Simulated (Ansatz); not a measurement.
Relaxed-ion elastic tensor of Sc (simple cubic, Pm-3m) in GPa (Voigt order), the program Ansatz at the r²SCAN level (PAW); density 2.90 g/cm³, 25.73 Å³ per atom.

```
 46.1   31.6   31.6    0.0    0.0    0.0
 31.6   46.1   31.6    0.0    0.0    0.0
 31.6   31.6   46.1    0.0    0.0    0.0
  0.0    0.0    0.0  -30.8    0.0    0.0
  0.0    0.0    0.0    0.0  -30.8    0.0
  0.0    0.0    0.0    0.0    0.0  -30.8
```

**Question.** Is the crystal mechanically stable?

**Answer.** No: the smallest eigenvalue of C is -30.8 GPa.

A made-up cell: these elements were put on the sites of a structure type; neither database checked (COD, Materials Project) lists it. It is not the phase usual at ambient conditions (space group No. 194). Symmetry was held in the r²SCAN relaxation. At this level the phase is mechanically unstable. The run is not spin-polarised. As this level gives no gap, shear constants depend on the k-mesh and smearing (Fermi–Dirac, 0.1 eV here).

Potentials: the later of the program's two PAW sets.
